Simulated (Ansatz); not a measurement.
GdBi2BrO4: O vacancy

Computed with the plane-wave PAW code Ansatz (scalar-relativistic, PAW set soft_2): PBEsol+U (Gd 3 eV), collinear spin, 420 eV cutoff, k-mesh 3×3×2 shifted by half a step.

The relaxed host crystal (Kohn–Sham gap 1.10 eV):

```xyz
8
Lattice="3.8882 0.0000 0.0000 0.0000 3.8882 0.0000 0.0000 0.0000 9.1297" Properties=species:S:1:pos:R:3 pbc="T T T"
Gd    0.0000    0.0000    0.0000
Bi    1.9441    1.9441    6.6283
Bi    1.9441    1.9441    2.5013
Br    0.0000    0.0000    4.5648
O     1.9441    0.0000    7.7293
O     0.0000    1.9441    7.7293
O     1.9441    0.0000    1.4004
O     0.0000    1.9441    1.4004
```

Supercell of 16 atoms, rows of the matrix [[1,1,0],[1,-1,0],[0,0,-1]] times the cell vectors; O vacancy at (0.500, 0.000, 0.847) in fractions of the cell above. Atoms are relaxed at the host's cell. The cell loses 1 of its 8 O, so this is a heavily defective crystal.

Distances from the empty O site (Å), by shell of the perfect crystal:

| shell | perfect crystal | relaxed, charge 0 |
| --- | --- | --- |
| 2 Bi | 2.23 | 2.16 |
| 2 Gd | 2.40 | 2.49 |

```csv
charge,moment of the cell (μB),gap of the cell on the mesh (eV),carriers
0,14.00,0.31,in a band of the host or near its edge
```

On this mesh the host's own supercell has a gap of 1.30 eV.

At charge 0 a carrier lies in a band of the host or at its edge (levels aligned by the semicore states), so it isn't shown to be bound to the defect (semilocal functionals spread carriers too far and can miss a bound one), and no level is taken from that state. At charge 0 the unpaired electrons sit on atoms with moments (μB): 2 Gd of 6.83.

No formation energy is given, since the neutral cell holds a carrier in a band.

Relaxed cell at charge 0:

```
GdBi2BrO4 V_O charge 0
1.0
     3.8882    3.8882    0.0000
     3.8882   -3.8882    0.0000
     0.0000    0.0000   -9.1297
Gd Bi Br O
2 4 2 7
Direct
  0.4876 0.4876 0.9952
  0.0124 0.0124 0.9952
  0.5105 0.9895 0.2720
  0.9895 0.5105 0.2720
  0.5062 0.9938 0.7247
  0.9938 0.5062 0.7247
  0.5066 0.5066 0.5093
  0.9934 0.9934 0.5093
  0.2500 0.2500 0.1532
  0.2500 0.7500 0.1477
  0.7500 0.2500 0.1477
  0.2500 0.2500 0.8445
  0.7500 0.7500 0.8617
  0.2500 0.7500 0.8447
  0.7500 0.2500 0.8447
```

Caveats: open f or d shells may hold a state above the lowest; semilocal functionals make gaps too small, which shifts levels too; small supercell, so energies and levels can be off by tenths of an eV; the atoms kept the symmetry of the start, so a distorted state could lie lower.
